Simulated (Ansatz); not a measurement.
TaO₃: an elastic constant from a strain scan

The calculation used DFT PBEsol, scalar-relativistic, plane waves, PAW (Ansatz 0.2.0). Settings: plane waves to 420 eV, k-mesh 12×12×12 (Γ-centred), Gaussian smearing 0.15 eV. Spin–orbit coupling is left out, which matters for the heavy elements here. Collinear spins, started from moments 0.0, 0.2, 0.2, 0.2 μB in atom order; the magnetic state may not be the lowest. Energies are free energies at this smearing, counted from the undisturbed cell; pressure is positive in compression.

Zero of the scan (relaxed at this level; with this scan's settings it stands at 0.3 GPa; it needn't be the usual structure):

```xyz
4
Lattice="3.9232 0.0000 0.0000 0.0000 3.9232 0.0000 0.0000 0.0000 3.9232" Properties=species:S:1:pos:R:3 pbc="T T T"
Ta    1.9616    1.9616    1.9616
O     0.0000    1.9616    1.9616
O     1.9616    1.9616    0.0000
O     1.9616    0.0000    1.9616
```

The cell is strained by ε times the Voigt pattern (0, 0, 0, 0, 0, 1) (xx, yy, zz, yz, xz, xy; engineering shear) with fractional coordinates fixed. The cell holds 4 atoms in V0 = 60.39 Å³. The stress column is τ = (1/V0) dE/dε, got from the stress tensor σ (compression positive) at each point as −det(1 + εP) σ : P(1 + εP)⁻¹, with P the pattern as a tensor.

```csv
ε,ΔE (meV/atom),τ (GPa)
-0.0350,1.751,-1.057
-0.0300,1.290,-0.912
-0.0200,0.573,-0.615
-0.0100,0.137,-0.309
0.0000,0.000,0.000
0.0100,0.137,0.309
0.0200,0.573,0.615
0.0300,1.290,0.912
0.0350,1.751,1.057
0.0400,?,?
```

Problem. Which combination of elastic constants does this scan measure, and how large is it?

Solution. For small ε, τ = τ0 + Kε with K = pᵀCp, which for this pattern is C44 in the cubic axes. The parabola through τ at ε = -0.0100, 0 and 0.0100 has slope K = 31 GPa at zero. The energies per cell, E = NΔE, of the same two points give K = 2[E(ε₊)/ε₊ − E(ε₋)/ε₋]/[(ε₊ − ε₋)V0] = 29 GPa, in agreement.

Problem. Predict the withheld row at ε = 0.0400 from the harmonic law, and compare.

Solution. ΔE = V0(τ0 ε + Kε²/2)/N = 2.330 meV/atom and τ = 1.24 GPa. The calculation gives 2.297 meV/atom and 1.20 GPa, a miss of 1.4 % of the harmonic energy, so the harmonic law still holds here.

No gap shows at this level, though a semilocal functional can close a small gap that the real compound has; without a gap these slopes depend on the k mesh and the smearing.

Cost: 6 runs of about 4.2 core-minutes in all, on Oxide Virtual Turin-like Processor (Zen 5) (shared hosts).